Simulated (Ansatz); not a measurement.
All cells below were computed with r2SCAN (plane-wave PAW, Ansatz 0.2.0, no spin polarisation, atoms fixed as given).

Problem. Rank them by formation energy per atom at these unrelaxed geometries, against the elements' usual phases, most negative first.
A.
KB2Rh2 (500 eV, 9×9×9 mesh on the cell that ran, as a rule the primitive one, fermi-dirac 0.1 eV)
```cif
data_structure
_symmetry_space_group_name_H-M 'I4/mmm'
_symmetry_Int_Tables_number 139
_cell_length_a 3.8655
_cell_length_b 3.8655
_cell_length_c 11.1077
_cell_angle_alpha 90.000
_cell_angle_beta 90.000
_cell_angle_gamma 90.000
_cell_volume 165.97
loop_
_atom_site_label
_atom_site_type_symbol
_atom_site_symmetry_multiplicity
_atom_site_Wyckoff_symbol
_atom_site_fract_x
_atom_site_fract_y
_atom_site_fract_z
_atom_site_occupancy
Rh1 Rh 4 d 0.50000 0.00000 0.75000 1
K1 K 2 a 0.00000 0.00000 0.00000 1
B1 B 4 e 0.50000 0.50000 0.81900 1
```
B.
LuBRh3 (500 eV, 8×8×8 mesh on the cell that ran, as a rule the primitive one, fermi-dirac 0.1 eV)
```
Rh Lu B
1.0
     4.16829    0.00000    0.00000
     0.00000    4.16829    0.00000
     0.00000    0.00000    4.16829
Rh Lu B
3 1 1
Direct
  0.00000 0.50000 0.50000
  0.50000 0.00000 0.50000
  0.50000 0.50000 0.00000
  0.00000 0.00000 0.00000
  0.50000 0.50000 0.50000
```
C.
Ca3Mg (500 eV, 8×8×8 mesh on the cell that ran, as a rule the primitive one, fermi-dirac 0.1 eV)
Space group I4/mmm (No. 139). a = 5.065 Å, b = 5.065 Å, c = 9.815 Å, α = 90.00°, β = 90.00°, γ = 90.00°
```
atom  site  symmetry       x       y       z
  Mg    2a     4/mmm  0.0000  0.0000  0.0000
  Ca    2b     4/mmm  0.5000  0.5000  0.0000
  Ca    4d      -4m2  0.0000  0.5000  0.7500
```

Solution. B (-0.86 eV), A (-0.29 eV), C (0.08 eV).

Origins: KB2Rh2, a known structure type with other elements, at an estimated volume; LuBRh3, a database entry at a rescaled volume; Ca3Mg, a known structure type with other elements, at an estimated volume. Caveats for one or more cells: many states at the Fermi level without spin polarisation, so a magnetic state may lie lower.
